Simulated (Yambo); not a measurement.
Yambo run on BP (zinc blende, space group F-43m, No. 216). The wavefunctions are PBEsol (pw.x of Quantum ESPRESSO, ONCV potentials, no spin-orbit coupling) ones on a 6×6×6 mesh (4 occupied bands); a = 3.1966 Å, b = 3.1966 Å, c = 3.1966 Å, α = 60.00°, β = 60.00°, γ = 60.00°.

Yambo input:

```
rim_cut
gw0
dyson
el_el_corr
HF_and_locXC
cohsex
em1s
RandQpts= 1000000
RandGvec= 1 Ry
EXXRLvcs= 76 Ry
VXCRLvcs= 304 Ry
Chimod= "HARTREE"
% BndsRnXs
 1 | 84 |
%
NGsBlkXs= 14 Ry
% LongDrXs
 1.0 | 1.0 | 1.0 |
%
ExtendOut
% QPkrange
 1 | 1 | 4 | 5 |
 13 | 13 | 5 | 5 |
%
```

k points by index: 1 = Γ, 13 = X.

The o-*.qp file then holds:

```
#    K-point    Band    Eo [eV]    E [eV]    E-Eo [eV]    Vxc [eV]    Vnlxc [eV]    Sc|Eo [eV]    Re(Z)    Im(Z)
#
    1    4    0.000000    -3.397648    -3.397648    -13.22170    -14.92064    -1.698712    1.000000    0.000000
    1    5    3.377276    1.487474    -1.889802    -12.03446    -7.343941    -6.580320    1.000000    0.000000
    13    5    1.212635    -0.613406    -1.826041    -10.96193    -6.640576    -6.147397    1.000000    0.000000
```
(The two width columns are left out.) Convergence of these settings isn't established.

Geometry relaxed with PBEsol.
